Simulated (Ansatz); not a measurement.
The calculation used DFT PBE, scalar-relativistic, plane waves, PAW in Ansatz. The final run on the 10-atom cell used 420 eV, a Γ-centred 12×12×12 mesh, 0.10 eV smearing and no spin polarisation.

Energies over the elements count from the elements' standard structures at the same level (N₂ as a molecule), with no fitted energy shifts.

**Question.** Give a relaxed trial structure of a trigonal metal made of Al, N and Ti, with a formation energy near −1.46 eV/atom and about 9 Å³ per atom, in a cell of 10 atoms.

**Answer.** Ti3Al2N5, space group R-3m (No. 166). Ti on a site of symmetry -3m has 6 N at 2.11 Å; Ti on a site of symmetry 3m is surrounded by 6 N at 2.08–2.16 Å, 9 Ti at 2.95–2.98 Å and 3 Al at 3.00 Å; around Al lie 6 N at 2.05–2.07 Å, 9 Al at 2.90–2.95 Å and 3 Ti at 3.00 Å; N on a site of symmetry 3m is surrounded by 6 Ti at 2.08–2.11 Å; 2 more sites not described.

```cif
data_structure
_symmetry_space_group_name_H-M 'R-3m:H'
_symmetry_Int_Tables_number 166
_cell_length_a 2.9502
_cell_length_b 2.9502
_cell_length_c 36.4882
_cell_angle_alpha 90.000
_cell_angle_beta 90.000
_cell_angle_gamma 120.000
_cell_volume 275.03
loop_
_atom_site_label
_atom_site_type_symbol
_atom_site_symmetry_multiplicity
_atom_site_Wyckoff_symbol
_atom_site_fract_x
_atom_site_fract_y
_atom_site_fract_z
_atom_site_occupancy
Ti1 Ti 3 a 0.00000 0.00000 0.00000 1
Ti2 Ti 6 c 0.66667 0.33333 0.93310 1
Al1 Al 6 c 0.33333 0.66667 0.86555 1
N1 N 6 c 0.33333 0.66667 0.96592 1
N2 N 6 c 0.00000 0.00000 0.89659 1
N3 N 3 b 0.66667 0.33333 0.83333 1
```

- Volume per atom: 9.17 Å³
- Density: 4.85 g/cm³
- Formation energy: −1.46 eV/atom
- Gap on the 12×12×12 mesh of the 10-atom cell: 0 eV (a metal)

The structure comes from a generated guess, relaxed at this level; another structure or a mixture of phases may lie lower. The answer needn't be unique; the calculation gave this one.

A structure relaxed within its symmetry needn't be a true minimum.
